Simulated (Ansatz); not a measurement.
**NbRh under compression and expansion**

```xyz
2
Lattice="2.7840 0.0000 0.0000 0.0000 2.7840 0.0000 0.0000 0.0000 3.7312" Properties=species:S:1:pos:R:3 pbc="T T T"
Nb    0.0000    0.0000    0.0000
Rh    1.3920    1.3920    1.8656
```

Conventional cell: a = 2.784 Å, b = 2.784 Å, c = 3.731 Å, α = 90.00°, β = 90.00°, γ = 90.00°. Nb (atom 1) has 8 Rh at 2.71 Å and 4 Nb at 2.78 Å as nearest neighbours. Rh (atom 2) has 8 Nb at 2.71 Å and 4 Rh at 2.78 Å as nearest neighbours.

The geometry is COD entry 2310202, unchecked; take it as a test cell. The listed cell was then made from it by scaling, straining or moving an atom.

All numbers are computed: DFT, PBEsol, all-electron LAPW, scalar-relativistic (Ansatz 0.2.0); DFT, PBEsol, PAW with Ansatz's default frozen-core files, scalar-relativistic (Ansatz 0.2.0).

For LAPW: a Γ-centred 14×14×11 k mesh, Fermi–Dirac smearing of 0.05 eV, basis error target 1 meV/atom, no spin polarisation. PAW takes a cutoff of 420 eV at this cell (files made with PBE, cores remade for this functional). The Ansatz runs share mesh, smearing and spin set-up. Plane-wave (PAW) pressures include the program's estimate of the Pulay term.

The cell above is scaled evenly, with fractional coordinates and shape held.

(1) Estimate the equilibrium volume and bulk modulus that full-potential LAPW gives for this fixed shape.

## Answers

(1) V0 = 15.34 Å³/atom, B0 = 243 GPa, B0′ = 4.4, from a third-order Birch–Murnaghan fit to these pressures:
| V/V(cell) | V (Å³/atom) | P, LAPW (GPa) | P, PAW (GPa) | free energy over the lowest listed, PAW (meV/atom) |
| --- | --- | --- | --- | --- |
| 1.0000 | 14.460 | 16.34 | 16.32 | 41.8 |
| 1.0213 | 14.767 | 10.04 | 10.03 | 16.7 |
| 1.0426 | 15.075 | 4.38 | 4.37 | 2.9 |
| 1.0532 | 15.229 | 1.78 | 1.76 | 0.0 |
| 1.0745 | 15.536 | -3.04 | -3.04 | 1.3 |
| 1.0851 | 15.690 | -5.25 | -5.26 | 5.3 |
| 1.1064 | 15.998 | -9.34 | -9.35 | 19.4 |
| 1.1277 | 16.306 | -13.01 | -13.01 | 40.9 |
